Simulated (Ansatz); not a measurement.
The relaxed structure here is a generated cell of In: the first start was made by placing the elements on the sites of a structure type, and the end was not matched to a known phase here, so it may be hypothetical. Known forms of In include space group No. 139.

The end point of a relaxation of In. Space group Pm-3m (No. 221), simple cubic type. The numbers are results of PBE (plane waves to 420 eV, PAW, scalar-relativistic; Ansatz, a quantum-chemistry and plane-wave program), not measurements.

Space group Pm-3m (No. 221); a = b = c = 3.0907 Å, α = β = γ = 90.00°

```csv
atom,site,symmetry,x,y,z
In,1a,m-3m,0.0000,0.0000,0.0000
```

* **Volume per atom**: 29.52 Å³
* **Density**: 6.46 g/cm³
* **Band gap**: zero (metallic)
* **Shortest distances**: In–In 3.09 Å
* **k-mesh**: 15×15×15

No spin polarisation in the result.

The run could not lower the symmetry of its start; a shaken copy of this end point relaxes with PBE to I4/mmm (No. 139), 0.10 eV/atom lower.
